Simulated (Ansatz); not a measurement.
ZnCu2SnSe4 in space group I-42m (No. 121; Zn on 2a, Cu on 4d, Sn on 2b, Se on 8i) at seven volumes, r²SCAN in the plane-wave PAW code Ansatz, shape and atoms relaxed at each. One row is withheld.

```csv
V (Å³/atom),P (GPa)
21.019,7.60
21.712,?
22.405,2.10
23.098,0.00
23.791,-1.76
24.484,-3.26
25.177,-4.51
```

**Question.** Fit the shown pressures and predict the withheld one.

**Answer.** P = (3/2)B₀(x^(7/2) − x^(5/2))[1 + (3/4)(B′ − 4)(x − 1)] with x = (V₀/V)^(2/3). Least squares on the six rows gives V₀ = 23.098 Å³/atom, B₀ = 64.2 GPa, B′ = 4.78. At V = 21.712, x = 1.0421 and P = 4.61 GPa. The run itself gave 4.61 GPa.

The workflow started from a Materials Project entry (that database holds measured and hypothetical structures alike); the Crystallography Open Database files this formula in space group No. 121, but the cells were not matched. It is not the phase usual at ambient conditions (space group No. 82). The cell was relaxed with r²SCAN under the symmetry of its start; its stability against distortions is not shown here. No spin polarisation was allowed. Spin–orbit coupling is left out wherever it is not named.

Potentials: the later of the program's two PAW sets.
